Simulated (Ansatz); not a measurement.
HfSiSe:
```
CELL_PARAMETERS angstrom
      3.52806     0.00000     0.00000
      0.00000     3.52806     0.00000
      0.00000     0.00000     9.29849
ATOMIC_POSITIONS crystal
  Hf 0.00000 0.50000 0.77110
  Hf 0.50000 0.00000 0.22890
  Si 0.00000 0.00000 0.00000
  Si 0.50000 0.50000 0.00000
  Se 0.50000 0.00000 0.64804
  Se 0.00000 0.50000 0.35196
```

This is the r²SCAN-relaxed structure.

All from the program Ansatz at the r²SCAN level (PAW), unless another level is named. Predict the electronic character.

metallic (no gap).

Give the formation energy from the elements (no fitted shifts).

-1.10 eV/atom.

And the density of states at the Fermi level?

0.14 states/eV per atom (mean over ±0.08 eV).

Space group P4/nmm. The first step of the workflow began from a Materials Project structure, measured or hypothetical; the Crystallography Open Database files this formula in space group No. 129, but the cells were not matched. Whether it is the stable phase at ambient conditions was not checked. The cell was relaxed with r²SCAN under the symmetry of its start; whether a distortion lowers the energy is not shown. The run is not spin-polarised. The references are the lowest solids computed at this level, not always the standard phases. Scalar-relativistic: spin–orbit coupling is off unless named, which matters more the heavier the elements.

Potentials: the earlier of the program's two PAW sets.
